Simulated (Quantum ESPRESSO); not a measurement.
## Ge3Si3AlP (input and log of a self-consistent run)

Simulated, not a measurement. The program is pw.x of Quantum ESPRESSO 7.5 (plane-wave density functional theory). The cell is made up: 8 atoms on a zincblende/diamond lattice, with randomly drawn elements, strain and displacements, not relaxed. PseudoDojo standard norm-conserving files (v0.5 for PBE, v0.4.1 for LDA and PBEsol) set the functional; there is no spin polarisation, spin-orbit coupling or dispersion term, and the masses in the input are unused placeholders.

Input:

```
&control calculation='scf', pseudo_dir='./dojo.nc.sr.pbe.v0_5.standard.upf', outdir='./o', disk_io='low', tprnfor=.true., tstress=.true. /
&system ibrav=0, nat=8, ntyp=4, nbnd=41, ecutwfc=77.98206166, nosym=.true., tot_charge=0,
 occupations='smearing', smearing='fd', degauss=0.0073498644
/
&electrons conv_thr=7.350e-09, electron_maxstep=60, /
ATOMIC_SPECIES
Al 1.0 Al.upf
Ge 1.0 Ge.upf
P 1.0 P.upf
Si 1.0 Si.upf
CELL_PARAMETERS angstrom
5.5166 0.0376 -0.0233
0.0376 5.6589 -0.0062
-0.0236 -0.0063 5.4216
ATOMIC_POSITIONS angstrom
Ge -0.2146 -0.1347 0.0314
Ge -0.1012 2.7801 2.7465
Si 2.7431 0.0139 2.8047
Al 2.8646 2.8889 -0.1378
P 1.3202 1.4106 1.2942
Si 1.4046 4.2672 3.9473
Si 4.0284 1.3727 3.965
Ge 4.1072 4.301 1.3668
K_POINTS automatic
6 6 6 1 1 1
```

The log is shortened where brackets say so; the opening notice, blank lines, dates and the lines on written files are dropped, and the path of the files is cut. It prints rydbergs, bohrs and kilobars, and counts compression as positive stress.

```
     Program PWSCF v.7.5
     Parallel version (MPI & OpenMP), running on       4 processor cores
     Number of MPI processes:                 4
     Threads/MPI process:                     1
     [start-up lines left out]
     bravais-lattice index     =            0
     lattice parameter (alat)  =      10.4252  a.u.
     unit-cell volume          =    1142.0876 (a.u.)^3
     number of atoms/cell      =            8
     number of atomic types    =            4
     number of electrons       =        62.00
     number of Kohn-Sham states=           41
     kinetic-energy cutoff     =      77.9821  Ry
     charge density cutoff     =     311.9282  Ry
     scf convergence threshold =      7.3E-09
     mixing beta               =       0.7000
     number of iterations used =            8  plain     mixing
     Exchange-correlation= PBE
                           (   1   4   3   4   0   0   0)
     [axes and pseudopotential details left out]
   Cartesian axes
     site n.     atom                  positions (alat units)
         1        Ge     tau(   1) = (  -0.0388995  -0.0244164   0.0056917  )
         2        Ge     tau(   2) = (  -0.0183440   0.5039355   0.4978450  )
         3        Si     tau(   3) = (   0.4972287   0.0025196   0.5083946  )
         4        Al     tau(   4) = (   0.5192524   0.5236572  -0.0249784  )
         5        P      tau(   5) = (   0.2393064   0.2556928   0.2345935  )
         6        Si     tau(   6) = (   0.2546052   0.7734951   0.7155083  )
         7        Si     tau(   7) = (   0.7302089   0.2488228   0.7187167  )
         8        Ge     tau(   8) = (   0.7444926   0.7796218   0.2477533  )
     number of k points=   108  Fermi-Dirac smearing, width (Ry)=  0.0073
     Number of k-points >= 100: set verbosity='high' to print them.
     Dense  grid:   106255 G-vectors     FFT dimensions: (  60,  64,  60)
     Estimated max dynamical RAM per process >     370.86 MB
     Estimated total dynamical RAM >       1.37 GB
     Initial potential from superposition of free atoms
     starting charge      61.9931, renormalised to      62.0000
     Starting wfcs are   47 randomized atomic wfcs
     total cpu time spent up to now is       11.0 secs
     per-process dynamical memory:   314.9 Mb
     Self-consistent Calculation
     iteration #  1     ecut=    77.98 Ry     beta= 0.70
     Davidson diagonalization with overlap
     ethr =  1.00E-02,  avg # of iterations =  4.3
     Threshold (ethr) on eigenvalues was too large:
     Diagonalizing with lowered threshold
     Davidson diagonalization with overlap
     ethr =  3.42E-04,  avg # of iterations =  6.3
     total cpu time spent up to now is       68.4 secs
     total energy              =    -579.69502867 Ry
     estimated scf accuracy    <       0.23131142 Ry
     iteration #  2     ecut=    77.98 Ry     beta= 0.70
     Davidson diagonalization with overlap
     ethr =  3.73E-04,  avg # of iterations =  2.0
     total cpu time spent up to now is       91.2 secs
     total energy              =    -579.70957157 Ry
     estimated scf accuracy    <       0.04999152 Ry
     iteration #  3     ecut=    77.98 Ry     beta= 0.70
     Davidson diagonalization with overlap
     ethr =  8.06E-05,  avg # of iterations =  3.7
     total cpu time spent up to now is      116.6 secs
     total energy              =    -579.72243014 Ry
     estimated scf accuracy    <       0.02086915 Ry
     iteration #  4     ecut=    77.98 Ry     beta= 0.70
     Davidson diagonalization with overlap
     ethr =  3.37E-05,  avg # of iterations =  3.5
     total cpu time spent up to now is      140.8 secs
     total energy              =    -579.72666570 Ry
     estimated scf accuracy    <       0.00113356 Ry
     iteration #  5     ecut=    77.98 Ry     beta= 0.70
     Davidson diagonalization with overlap
     ethr =  1.83E-06,  avg # of iterations =  8.6
     total cpu time spent up to now is      176.6 secs
     total energy              =    -579.72695243 Ry
     estimated scf accuracy    <       0.00013477 Ry
     iteration #  6     ecut=    77.98 Ry     beta= 0.70
     Davidson diagonalization with overlap
     ethr =  2.17E-07,  avg # of iterations =  2.2
     total cpu time spent up to now is      206.1 secs
     total energy              =    -579.72698576 Ry
     estimated scf accuracy    <       0.00001136 Ry
     iteration #  7     ecut=    77.98 Ry     beta= 0.70
     Davidson diagonalization with overlap
     ethr =  1.83E-08,  avg # of iterations =  2.3
     total cpu time spent up to now is      233.5 secs
     total energy              =    -579.72698837 Ry
     estimated scf accuracy    <       0.00000122 Ry
     iteration #  8     ecut=    77.98 Ry     beta= 0.70
     Davidson diagonalization with overlap
     ethr =  1.96E-09,  avg # of iterations =  3.0
     total cpu time spent up to now is      270.9 secs
     total energy              =    -579.72698875 Ry
     estimated scf accuracy    <       0.00000019 Ry
     iteration #  9     ecut=    77.98 Ry     beta= 0.70
     Davidson diagonalization with overlap
     ethr =  3.02E-10,  avg # of iterations =  2.2
     total cpu time spent up to now is      302.0 secs
     total energy              =    -579.72698880 Ry
     estimated scf accuracy    <       0.00000001 Ry
     iteration # 10     ecut=    77.98 Ry     beta= 0.70
     Davidson diagonalization with overlap
     ethr =  1.69E-11,  avg # of iterations =  3.9
     total cpu time spent up to now is      334.8 secs
     End of self-consistent calculation
     Number of k-points >= 100: set verbosity='high' to print the bands.
     the Fermi energy is     7.4660 ev
!    total energy              =    -579.72698880 Ry
     estimated scf accuracy    <          2.1E-09 Ry
     smearing contrib. (-TS)   =      -0.00143906 Ry
     internal energy E=F+TS    =    -579.72554974 Ry
     The total energy is F=E-TS. E is the sum of the following terms:
     one-electron contribution =    -363.65175355 Ry
     hartree contribution      =     217.21209782 Ry
     xc contribution           =    -146.50252313 Ry
     ewald contribution        =    -286.78337088 Ry
     convergence has been achieved in  10 iterations
     Forces acting on atoms (cartesian axes, Ry/au):
     atom    1 type  2   force =     0.10052394    0.06367031   -0.06847862
     atom    2 type  2   force =     0.04826935   -0.00543816   -0.01392519
     atom    3 type  4   force =    -0.05914511    0.00078061   -0.07993588
     atom    4 type  1   force =    -0.05226018   -0.00927717    0.03046273
     atom    5 type  3   force =     0.01802174   -0.00569161    0.00205463
     atom    6 type  4   force =    -0.03642585   -0.01093107    0.04212475
     atom    7 type  4   force =     0.04103889    0.01143802    0.04357033
     atom    8 type  2   force =    -0.06002278   -0.04455093    0.04412726
     Total force =     0.223306     Total SCF correction =     0.000255
     Computing stress (Cartesian axis) and pressure
          total   stress  (Ry/bohr**3)                   (kbar)     P=       44.25
   0.00026568   0.00011541  -0.00002642           39.08       16.98       -3.89
   0.00011541   0.00023327  -0.00003121           16.98       34.31       -4.59
  -0.00002642  -0.00003121   0.00040354           -3.89       -4.59       59.36
     init_run     :      9.76s CPU     10.24s WALL (       1 calls)
     electrons    :    319.25s CPU    323.74s WALL (       1 calls)
     forces       :      4.21s CPU      4.22s WALL (       1 calls)
     stress       :     16.87s CPU     16.88s WALL (       1 calls)
     [timing details left out]
     PWSCF        :   5m51.18s CPU   5m56.28s WALL
     JOB DONE.
```

In other units: free energy -7887.588 eV for the cell, pressure 4.43 GPa, largest force component 2.585 eV/Å. A rerun of the same cell at another strain at 1347 eV and a 8 x 8 x 8 mesh moved values by no more than 0.002 eV in energy, 0.04 GPa in stress and 0.007 eV/Å in force.